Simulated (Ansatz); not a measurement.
Rough cost of magnetic runs on Ni (Fm-3m) in Ansatz 0.2.0, 2 threads of Arm Neoverse V1, on a shared host.

```
CELL_PARAMETERS angstrom
3.52387 0.00000 0.00000
0.00000 3.52387 0.00000
0.00000 0.00000 3.52387
ATOMIC_POSITIONS crystal
Ni 0.00000 0.00000 0.00000
Ni 0.50000 0.50000 0.00000
Ni 0.50000 0.00000 0.50000
Ni 0.00000 0.50000 0.50000
```

| run | functional, mesh | k points solved | bands | iterations | wall time (s) | peak memory (GiB) |
| --- | --- | --- | --- | --- | --- | --- |
| LAPW: Ni4 tilted by 50° from z and held | LDA, 9×9×9 | 35 | 88 | 31 | 620 | 1.3 |
| PAW: four moments towards the corners of a tetrahedron | LDA, 9×9×9 | 35 | 88 | 19 | 45 | 0.53 |
| PAW: in-plane start at Ni1 0°, Ni2 90°, Ni3 270°, Ni4 180° | LDA, 9×9×9 | 75 | 88 | 20 | 93 | 0.72 |
| PAW: Ni4 tilted by 50° from z and held | LDA, 9×9×9 | 35 | 88 | 26 | 48 | 0.51 |
| LAPW: four moments towards the corners of a tetrahedron | LDA, 9×9×9 | 35 | 88 | 19 | 460 | 1.3 |
| LAPW: start Ni1↑ Ni2↑ Ni3↑ Ni4↓ on spinors | LDA, 9×9×9 | 35 | 88 | 21 | 410 | 1.3 |
| PAW: parallel moments on spinors | LDA, 9×9×9 | 35 | 88 | 14 | 53 | 0.46 |
| PAW: Ni4 tilted by 20° from z and held | LDA, 9×9×9 | 35 | 88 | 19 | 39 | 0.51 |
| LAPW: parallel moments on spinors | LDA, 9×9×9 | 35 | 88 | 11 | 250 | 1.3 |

Roughly how much dearer is an iteration by LAPW than by PAW among the runs with the first row's mesh and spin treatment (non-collinear)?

About 9 times (medians of wall time over iterations; times from a shared host are rough).
